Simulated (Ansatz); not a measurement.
Data:

Si2W:
```xyz
3
Lattice="-1.6013 1.6013 3.9079 1.6013 -1.6013 3.9079 1.6013 1.6013 -3.9079" Properties=species:S:1:pos:R:3 pbc="T T T"
W      0.0000     0.0000     0.0000
Si     0.0000     0.0000     2.6146
Si     0.0000     0.0000     5.2013
```

This is the PBEsol-relaxed structure.

### Question
All from plane-wave PAW PBEsol (Ansatz code), unless another level is named. Estimate the electronic character.

### Answer
metallic (no gap).

### Question
What about the density of states at the Fermi level?

### Answer
0.07 states/eV per atom (mean over ±0.08 eV).

### Question
Predict the formation energy from the elements (no fitted shifts).

### Answer
-451 meV/atom.

### Question
And the gap with spin–orbit coupling?

### Answer
none (metallic).

Space group I4/mmm (MoSi2 or CaC2 type). Symmetry was held in the PBEsol relaxation. No spin polarisation was allowed. The references are the lowest solids computed at this level, not always the standard phases. Scalar-relativistic: spin–orbit coupling is off unless named, which matters more the heavier the elements.

Potentials: the later of the program's two PAW sets.
